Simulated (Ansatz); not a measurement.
**Phases of Sr at 0.14 GPa**

Structure types of Sr are relaxed in primitive cells with their symmetry kept at 0.14 GPa, first on PAW files, then by LAPW. The enthalpy is E + pV at zero temperature, without zero-point motion. Only the types listed were tried, and differences under about 5 meV/atom are mesh noise. The real phase may be another.

Level of theory: DFT with LDA, scalar-relativistic, in Ansatz 0.2.0; Fermi–Dirac smearing of 0.1 eV, no spin polarisation. LAPW: all electrons, basis error target 0.5 meV/atom; PAW: frozen-core files, cutoff 420 eV.

k meshes: fcc 12×12×12, bcc 12×12×12, hcp 11×11×6, omega 6×6×8, simple hexagonal 11×11×10, beta tin 11×11×11.

The PAW files were made under PBE.

**Question.** Which type is lowest in enthalpy, and by how much?

**Answer.** bcc, 4 meV/atom below fcc, which is within the noise of the k meshes. The whole table:

| start type | ends as | a, b, c (Å) | V (Å³/atom) | H − H(lowest), LAPW (meV/atom) | same, PAW |
| --- | --- | --- | --- | --- | --- |
| fcc | fcc, Fm-3m | 5.781, 5.781, 5.781 | 48.29 | 3.8 | 3.8 |
| bcc | bcc, Im-3m | 4.558, 4.558, 4.558 | 47.36 | 0.0 | 0.0 |
| hcp | hcp, P6_3/mmc | 4.085, 4.085, 6.697 | 48.38 | 9.1 | 9.1 |
| omega | omega, P6/mmm | 6.553, 6.553, 3.891 | 48.23 | 57.2 | 57.1 |
| simple hexagonal | simple hexagonal, P6/mmm | 3.900, 3.900, 3.629 | 47.81 | 216.0 | 216.0 |
| beta tin | beta tin, I4_1/amd | 7.049, 7.049, 3.799 | 47.19 | 250.0 | 250.0 |
